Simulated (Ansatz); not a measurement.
Barrier materials for tunnel junctions

For a tunnel junction or a leaky gate film, the slowest evanescent state at the electrodes' Fermi level sets the resistance.

The reference row is sapphire. The Fermi level is put at mid-gap. Of the planes computed for each crystal, the one with the slowest decay is listed. Wanted: the thickness for 6 decades of attenuation, and how many decades a 2.0 nm film gains over the reference.

Methods, by column (Ansatz, a plane-wave PAW program, with an older set of its potentials): plane, in the cell as filed, gap, decay constant k, slowest state: r²SCAN, complex band structure, on cells taken as filed or relaxed beforehand.

Working rules: decades per nm = 2k × 10 Å/ln 10 = 8.686 k; thickness = 6/(decades per nm); extra decades of a 2.0 nm film = 2.0 × (row − reference).

```csv
crystal,"plane, in the cell as filed",gap on the mesh (eV),k at mid-gap (1/Å),planes computed,slowest state,decades per nm,thickness (nm),decades beyond the reference
"SiC (P6₃mc, hP16)",(001),2.13,0.218,2,at Γ,1.894,3.17,−3.1
CdSe (zinc blende),(110),1.03,0.077,2,at Γ,0.669,8.97,−5.5
"SiO2 (P6₃22, hP12)",(111),6.17,0.524,1,at Γ,4.551,1.32,2.3
SrTiO3 (cubic perovskite),(111),2.26,0.295,1,at Γ,2.562,2.34,−1.7
"sapphire (α-Al2O3), reference",(100),6.76,0.394,1,at Γ,3.422,1.75,0.0
```

Not checked to be the ambient phase: SiC (P6₃mc, hP16). No claim is made that these are known or stable phases: SiO2 (P6₃22, hP12). Cells under pressure at the level used (negative: too large): sapphire −7 GPa. Spin–orbit coupling is left out unless named; no shift is given for CdSe, SrTiO3.

The steps for SrTiO3:

1. decades per nm: 8.686 × 0.295 = 2.562
2. thickness: 6/2.562 = 2.34 nm
3. decades beyond the reference: 2.0 × (2.562 − 3.422) = −1.7

Ranking by decades per nm, highest first: SiO2 (P6₃22, hP12) (4.551 ± 0.27), sapphire (3.422 ± 0.21), SrTiO3 (2.562 ± 0.15), SiC (P6₃mc, hP16) (1.894 ± 0.11), CdSe (0.669 ± 0.040). The ± follows from allowances picked for this note (decay constant k 6 %), carried to first order and added in quadrature; ≈ joins neighbours closer than their two ± added in quadrature. 1 of the 4 others clearly beat the reference on this figure.

The gaps are the functional's own, as a rule smaller than measured ones, and k shrinks with them; planes not computed could decay more slowly; interface matching and symmetry filtering by the electrodes are not included. Where several phases of a formula are at hand, those over 0.1 eV/atom above the lowest were not drawn (by r²SCAN where it compared them, else by the largest value; a layered or molecular lowest phase counts only with a dispersion term); other phases could lie lower still. Crystals of Pb, Bi, Tl or Hg, those whose gap spin–orbit coupling moves by over 0.3 eV, and those of Te, I or Sb with no such test at hand were not drawn. The rows are a sample and no shortlist: familiar crystals first, some related and some not, whatever their agreement with measurement; tables with many equal figures were not kept. Limits of the draw: gap over 1 eV, no layered crystals, primitive or conventional cells alone; no unfamiliar magnets, and cubic perovskites only if shown or known to be stable. As a rule kept out of such tables: 4f compounds, open-shell compounds run without a Hubbard term, cells found unstable in the tests at hand, cells close to a higher symmetry, and runs set to a pressure or over 12 % in volume from the crystal's fullest run.
